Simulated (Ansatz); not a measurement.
Relaxation of a relaxed SnO2 cell with every coordinate shifted by Gaussian noise of σ = 0.3 Å; 6 atoms in the cell, which starts as P1 (No. 1), aP6; a = 3.211 Å, b = 4.769 Å, c = 4.769 Å, α = 90.00°, β = 90.00°, γ = 90.00°. Calculation: PBEsol (plane waves to 420 eV, PAW, scalar-relativistic; Ansatz, a quantum-chemistry and plane-wave program). Γ-centred k-mesh 5×5×7 on the run's cell (coarser than for final values), Fermi–Dirac smearing 0.05 eV. This is the first round of the run. 

The optimiser's lines from the output (shortened; P is positive under compression):

```
relax step   1: F+E_penalty+E_count = -14131.98354912 eV  Δ(F+E_penalty+E_count) = +0.000e0 eV  max|allowed force component| = 2.264e1 eV/Å  Δτ_max = 0.0000 Å  P = +65.039 GPa  Ω = 73.022 Å³  (11 SCF iters, dr2 threshold 1.00e-7 eV, accepted)
relax step   2: F+E_penalty+E_count = -14139.75882286 eV  Δ(F+E_penalty+E_count) = -7.775e0 eV  max|allowed force component| = 7.246e0 eV/Å  Δτ_max = 0.1946 Å  P = +14.748 GPa  Ω = 75.882 Å³  (9 SCF iters, dr2 threshold 6.00e-7 eV, accepted)
relax step   3: F+E_penalty+E_count = -14142.38995475 eV  Δ(F+E_penalty+E_count) = -2.631e0 eV  max|allowed force component| = 3.364e0 eV/Å  Δτ_max = 0.1947 Å  P = +3.144 GPa  Ω = 74.518 Å³  (9 SCF iters, dr2 threshold 6.00e-7 eV, accepted)
relax step   4: F+E_penalty+E_count = -14143.06948840 eV  Δ(F+E_penalty+E_count) = -6.795e-1 eV  max|allowed force component| = 1.632e0 eV/Å  Δτ_max = 0.2000 Å  P = +0.892 GPa  Ω = 73.363 Å³  (8 SCF iters, dr2 threshold 6.00e-7 eV, accepted)
relax step   5: F+E_penalty+E_count = -14143.23633799 eV  Δ(F+E_penalty+E_count) = -1.668e-1 eV  max|allowed force component| = 2.726e-2 eV/Å  Δτ_max = 0.0748 Å  P = -0.118 GPa  Ω = 73.114 Å³  (7 SCF iters, dr2 threshold 6.00e-7 eV, accepted)
relax step   6: F+E_penalty+E_count = -14143.23711234 eV  Δ(F+E_penalty+E_count) = -7.744e-4 eV  max|allowed force component| = 1.895e-3 eV/Å  Δτ_max = 0.0102 Å  P = -0.078 GPa  Ω = 73.051 Å³  (5 SCF iters, dr2 threshold 4.75e-7 eV, accepted)
relax step   7: F+E_penalty+E_count = -14143.23720355 eV  Δ(F+E_penalty+E_count) = -9.121e-5 eV  max|allowed force component| = 6.268e-4 eV/Å  Δτ_max = 0.0011 Å  P = +0.015 GPa  Ω = 73.020 Å³  (4 SCF iters, dr2 threshold 4.05e-8 eV, accepted)
relax step   8: F+E_penalty+E_count = -14143.23720355 eV  Δ(F+E_penalty+E_count) = -3.605e-9 eV  max|allowed force component| = 6.285e-4 eV/Å  Δτ_max = 0.0000 Å  P = -0.002 GPa  Ω = 73.020 Å³  stress off target by 2.20e-2 GPa  SCF on the basis re-selected at this cell (its energy is not comparable with the rows above)  (6 SCF iters)
relax step   9: F+E_penalty+E_count = -14143.23720104 eV  Δ(F+E_penalty+E_count) = +2.513e-6 eV  max|allowed force component| = 5.661e-5 eV/Å  Δτ_max = 0.0002 Å  P = +0.000 GPa  Ω = 73.021 Å³  (4 SCF iters, dr2 threshold 1.21e-9 eV, accepted)
relax step  10: F+E_penalty+E_count = -14143.23720104 eV  Δ(F+E_penalty+E_count) = -1.619e-10 eV  max|allowed force component| = 5.370e-5 eV/Å  Δτ_max = 0.0000 Å  P = +0.000 GPa  Ω = 73.021 Å³  stress off target by 9.72e-4 GPa  SCF on the basis re-selected at this cell (its energy is not comparable with the rows above)  (5 SCF iters)
```

From the first to the last row the energy changes by -1.88 eV/atom and the volume by 0.0 %. The last row is marked as not comparable with the walk above it, whose basis was carried along; it does compare with step 1, since both stand on a basis selected at the nominal cutoff for their own cell.

Later rounds, restarted from the end of this one on a renewed k-mesh, logged 2 more steps and released under 0.01 eV/atom more. The final structure after all rounds: P4₂/mnm (No. 136), tP6, rutile type; a = 4.768 Å, b = 4.768 Å, c = 3.211 Å, α = 90.00°, β = 90.00°, γ = 90.00°. Between re-selections the logged energies stand on a plane-wave basis carried along with the cell. No spin polarisation in the result.
